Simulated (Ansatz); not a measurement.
SrTiO$_{3}$ (cubic perovskite)

```
CELL_PARAMETERS angstrom
      3.93649     0.00000     0.00000
      0.00000     3.93649     0.00000
      0.00000     0.00000     3.93649
ATOMIC_POSITIONS crystal
  Sr 0.00000 0.00000 0.00000
  Ti 0.50000 0.50000 0.50000
  O  0.00000 0.50000 0.50000
  O  0.50000 0.50000 0.00000
  O  0.50000 0.00000 0.50000
```

Scan: atom 1 (Sr, nearest neighbour O at 2.784 Å; its periodic images, 3.9 Å or more away, move with it) is displaced along Cartesian [110], direction (0.707, 0.707, 0.000) in Cartesian axes, by s. The other atoms stay.

These are PBE (plane waves to 420 eV, PAW, scalar-relativistic; Ansatz, an electronic-structure program) values and carry that method's errors. k mesh 7×7×7 (Γ-centred), Fermi-Dirac smearing 0.05 eV. E stands for the smeared free energy. Left out: 2 of 11 points, with atoms too close for the PAW data. SrTiO3 is run without spin polarisation. SrTiO3 was relaxed with its symmetry unable to fall. The PAW data are Ansatz's earlier set. The zero of ΔE is the undisplaced structure.

Successive frames, forces in eV/Å:

| frame | ΔE (eV/cell) | F on Sr1 | F on Ti2 | F on O3 | F on O4 | F on O5 |
|---|---|---|---|---|---|---|
| s = 0.000 Å | 0.000 | (0.000, 0.000, 0.000) | (0.000, 0.000, 0.000) | (0.000, 0.000, 0.000) | (0.000, 0.000, 0.000) | (0.000, 0.000, 0.000) |
| s = 0.168 Å | 0.048 | (-0.418, -0.418, 0.000) | (0.340, 0.340, 0.000) | (0.138, -0.038, 0.000) | (-0.021, -0.021, 0.000) | (-0.038, 0.138, 0.000) |
| s = 0.336 Å | 0.214 | (-1.038, -1.038, 0.000) | (0.714, 0.714, 0.000) | (0.281, -0.052, 0.000) | (0.095, 0.095, 0.000) | (-0.052, 0.281, 0.000) |

Q: What are the energy and the forces in the next frame, s = 0.504 Å?

A: ΔE (eV/cell) = 0.575.

| atom | Fx | Fy | Fz |
|---|---|---|---|
| Sr1 | -2.096 | -2.096 | 0.000 |
| Ti2 | 1.155 | 1.155 | 0.000 |
| O3 | 0.426 | -0.027 | 0.000 |
| O4 | 0.543 | 0.543 | 0.000 |
| O5 | -0.027 | 0.426 | 0.000 |

(For displaced atoms, the force is minus the slope of the energy, and its curvature is a force constant, which sets phonon frequencies.)
